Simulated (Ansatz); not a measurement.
## Surface calculation: fcc Au (100), 5 layers

The slab is cut from the fcc crystal, the stable phase, as relaxed on PAW files (17.02 Å³/atom), with 16 Å of vacuum and a dipole correction:

```
Au
1.0
     2.88750    0.00000    0.00000
     0.00000    2.88750    0.00000
     0.00000    0.00000   24.16710
Au
5
Cartesian
  0.0000 0.0000 8.0000
  1.4438 1.4438 10.0418
  0.0000 0.0000 12.0836
  1.4438 1.4438 14.1253
  0.0000 0.0000 16.1671
```

Computed with Ansatz 0.2.0; functional PBEsol, scalar-relativistic. Settings: a Γ-centred 13×13×1 k mesh, Fermi–Dirac smearing of 0.1 eV, no spin polarisation. Methods: LAPW: all electrons, basis error target 1 meV/atom; PAW: frozen-core files, cutoff 420 eV.

The bulk energy comes from a cell in the slab's orientation on a 13×13×9 mesh. The surface energy is (E(slab) − N·E(bulk))/2A at zero smearing, the mean of both faces; thin slabs carry quantum-size effects.

Spin–orbit coupling is left out, which matters for the heavy atoms. The PAW files were made under PBE.

Question: As cut, the LAPW slab lies 1.264 eV above 5 atoms of bulk. What surface energy is that?

Answer: Over two faces of 8.34 Å² it is 75.8 meV/Å², and times 16.02 J/m² per eV/Å² that gives γ = 1.215 J/m².

Question: What do relaxation and the other method give, and what work function comes out?

Answer: 

```json
{"method": "LAPW", "γ as cut (J/m²)": "1.215", "γ relaxed (J/m²)": "1.208", "Φ as cut (eV)": "5.19", "Φ relaxed (eV)": "5.18"}
{"method": "PAW", "γ as cut (J/m²)": "1.214", "γ relaxed (J/m²)": "1.207", "Φ as cut (eV)": "5.19", "Φ relaxed (eV)": "5.18"}
```

Question: How do the spacings between the planes relax?

Answer: From the bottom face up: d12 -1.9 % of 2.042 Å, d23 -0.1 % of 2.042 Å, d34 -0.1 % of 2.042 Å, d45 -1.9 % of 2.042 Å.

Question: What changes if the images along the normal are cut off in place of the dipole correction?

Answer: LAPW then gives: no gap, work function 5.18 eV; PAW: no gap, work function 5.18 eV.
